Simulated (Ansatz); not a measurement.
All numbers below come from Ansatz, DFT, BLYP, plane waves (420 eV) with PAW, scalar-relativistic. The PAW files were generated under PBE, with cores re-solved for the functional.

An element in the omega (AlB2-type) structure gives this curve. The cell is scaled uniformly from the relaxed one, with fractional coordinates and shape fixed. Energies are extrapolated to zero smearing, pressures are those at the given smearing. Magnetic state: spin not included.

| V (Å³/atom) | E − E₀ (meV/atom) | P (GPa) |
| --- | --- | --- |
| 35.234 | 51.6 | 4.01 |
| 36.836 | 20.6 | 2.45 |
| 38.438 | 4.2 | 1.13 |
| 40.039 | 0.1 | 0.01 |
| 41.641 | 6.5 | -0.95 |
| 43.242 | 21.7 | -1.76 |
| 44.844 | 44.6 | -2.44 |

Problem. Which element is it?
A. sodium
B. thallium
C. lanthanum
D. ytterbium

Solution. C. Its fit is V₀ = 39.83 Å³/atom, B₀ = 27 GPa, B₀′ = 3.0.
